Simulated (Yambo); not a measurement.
BSE-type run in Yambo on a free-standing TiNCl monolayer (symmetry Pmmn, slab cell 19.4 Å high), at zero momentum.

Quantum ESPRESSO step (PBEsol, PseudoDojo standard norm-conserving files, scalar-relativistic):
```
&CONTROL
  calculation = 'nscf'
  pseudo_dir = './pseudo'
  outdir = './out'
/
&SYSTEM
  ibrav = 0
  nat = 6
  ntyp = 3
  ecutwfc = 84.0
  ecutrho = 336.0
  occupations = 'fixed'
  force_symmorphic = .true.
  nbnd = 75
  assume_isolated = '2D'
/
&ELECTRONS
  conv_thr = 6.000000000000001e-09
  diago_full_acc = .true.
  diago_thr_init = 1e-08
/
ATOMIC_SPECIES
N 14.0070 N.upf
Cl 35.4500 Cl.upf
Ti 47.8670 Ti.upf
CELL_PARAMETERS angstrom
  3.234872881000   0.000000000000   0.000000000000
  0.000000000000   3.921288104000   0.000000000000
  0.000000000000   0.000000000000  19.400000000000
ATOMIC_POSITIONS crystal
N   0.000000000000   0.000000000000  -0.019762829200
N   0.500000000000   0.500000000000   0.019762829200
Cl   0.500000000000   0.500000000000  -0.133217788600
Cl   0.000000000000   0.000000000000   0.133217788600
Ti   0.000000000000   0.500000000000  -0.039285257100
Ti   0.500000000000   0.000000000000   0.039285257100
K_POINTS automatic
12 10 1 0 0 0
```

Yambo input:
```
rim_cut
rim_w
optics
bse
bss
dipoles
em1s
RandQpts= 1000000
RandGvec= 2 Ry
CUTGeo= "slab z"
RandGvecW= 683 mRy
FFTGvecs= 30 Ry
Chimod= "HARTREE"
BSKmod= "SEX"
BSEmod= "resonant"
BSSmod= "hs"
BSENGexx= 10 Ry
BSENGBlk= 3 Ry
% KfnQP_E
 0.919 | 1.0 | 1.0 |
%
% BSEQptR
 1 | 1 |
%
% BSEBands
 15 | 31 |
%
% BEnRange
 0.0 | 6.6 | eV
%
% BDmRange
 0.1 | 0.1 | eV
%
BEnSteps= 132
% BLongDir
 1.0 | 0.0 | 0.0 |
%
BSHayTrs= -0.02
BSSNEig= 24
WRbsWF
% BndsRnXs
 3 | 71 |
%
NGsBlkXs= 3 Ry
% LongDrXs
 1.0 | 1.0 | 0.0 |
%
```

From the report:

The dimension is k points × valence × conduction bands = 120 × 10 × 7 = 8400.
```
   [SLEPC] Approach                          : Krylov-Schur
   [SLEPC] Number of requested eigenvalues   :  24
   [SLEPC] Number of eigenvalues        [NEV]:  24
    [K] Dimension                                    :   8400
    [K] Bands                                        :  15  31
    [K] Exchange res                                 : yes
    [K] Correlation res                              : yes
    [K] W interaction is bare                        : no
    [K] RL vectors exchange                          :   869
    [K] RL vectors correlation                       :  155
    [W] Matrix size                                  :  155
    [W] Bands                                        :    3   71
    [W] Coulomb Cutoff                               : slab z
    [W] Hxc Kernel                                   : HARTREE
```

Geometry relaxed with PBEsol.

This is a model layer cut from the bulk structure; whether it is stable on its own was not checked.
